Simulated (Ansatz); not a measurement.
**Al-27 NMR of the central transition in Al2O3**

Cell: a refined structure from the COD, its atoms then relaxed with PBE in this cell.

```cif
data_Al2O3
_symmetry_space_group_name_H-M 'R-3c:H'
_symmetry_Int_Tables_number 167
_cell_length_a 4.7605
_cell_length_b 4.7605
_cell_length_c 12.9956
_cell_angle_alpha 90.000
_cell_angle_beta 90.000
_cell_angle_gamma 120.000
loop_
_atom_site_label
_atom_site_type_symbol
_atom_site_symmetry_multiplicity
_atom_site_Wyckoff_symbol
_atom_site_fract_x
_atom_site_fract_y
_atom_site_fract_z
Al Al 12 c 0.0000 0.0000 0.8521
O O 18 e 0.9731 0.3333 0.0833
```

One atom of each set is listed; the run and its k-mesh use a cell of 10 atoms with edges of 5.13, 5.13, 5.13 Å.

The numbers come from a DFT calculation in Ansatz (PBE, plane waves and PAW, scalar-relativistic, 420 eV cutoff, Γ-centred 8×8×8 k-points, Fermi–Dirac smearing 0.02 eV).

Al-27 has I = 5/2 and Q = 146.6 mb (Pyykkö 2018); at 14.1 T its Larmor frequency is ν₀ = 156.6 MHz. Only the quadrupole interaction is simulated: positions count from each site's isotropic chemical shift, and J coupling is left out, as are shift anisotropy and dipolar coupling, which fast spinning averages.

Question: What does the Al-27 spectrum (fast magic-angle spinning) show for each site?

Answer: 

| site | first shell | C_Q (MHz) | η | P_Q (MHz) | δ_QIS (ppm) | breadth (kHz) |
| --- | --- | --- | --- | --- | --- | --- |
| Al | 6 O at 1.86–1.97 Å | 1.98 | 0.00 | 1.98 | -0.957 | 0.321 |

δ_QIS = −(ν_Q²/30ν₀²)[I(I+1) − 3/4](1 + η²/3) × 10⁶ ppm with ν_Q = 3|C_Q|/[2I(2I−1)]; it falls as 1/B₀² in ppm, and the breadth as 1/B₀ in kHz.

An axis of threefold or higher order runs through Al, so V_zz lies along it and η is zero.

At this cell the PBE pressure is 7 GPa, so with PBE the cell would grow if it were relaxed.
